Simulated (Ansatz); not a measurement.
A geometry of HfO2 away from equilibrium: step 3 of the relaxation of a relaxed HfO2 cell, doubled along one cell vector, shaken by Gaussian noise of σ = 0.08 Å a coordinate. The numbers are results of PBEsol (plane waves to 420 eV, PAW, scalar-relativistic; Ansatz, a first-principles code), not measurements. Γ-centred k-mesh 6×6×2 on the run's cell (coarser than for final values), Fermi–Dirac smearing 0.05 eV. The plane waves were selected for a different cell earlier on the path.

```
CELL_PARAMETERS angstrom
      4.16851    -0.00806     0.02342
     -0.00806     4.22076    -0.04297
      0.06517    -0.11955    11.64098
ATOMIC_POSITIONS crystal
  Hf 0.00435 0.95249 0.37572
  Hf 0.93901 0.04006 0.87817
  Hf 0.05046 0.95652 0.12384
  Hf 0.98431 0.02940 0.62578
  O  0.77168 0.77113 0.00425
  O  0.76458 0.77380 0.50780
  O  0.22766 0.21464 0.99627
  O  0.21217 0.22066 0.49305
  O  0.80315 0.17442 0.24622
  O  0.74036 0.25451 0.74600
  O  0.24692 0.73638 0.25385
  O  0.18390 0.81590 0.75756
```

Task: What forces act on the atoms (eV/Å)?

Result: 
```csv
atom,Fx,Fy,Fz
Hf1,-0.35,0.20,-0.01
Hf2,-0.31,0.06,-0.13
Hf3,0.27,-0.07,0.01
Hf4,0.12,0.09,0.19
O5,0.08,0.02,0.11
O6,-0.01,-0.03,0.18
O7,-0.05,0.05,0.01
O8,0.01,-0.07,-0.14
O9,0.14,-0.09,-0.11
O10,-0.18,0.18,-0.15
O11,0.38,-0.38,-0.11
O12,-0.09,0.03,0.15
```

The path ends in P2₁/m (No. 11). No spin polarisation in the result.

The end of the path is a generated cell of HfO2: the first start was made by a random draw of sites in a space group, and the end was not matched to a known phase here, so it may be hypothetical. Known forms of HfO2 include space group No. 14, 29, 137, 225.
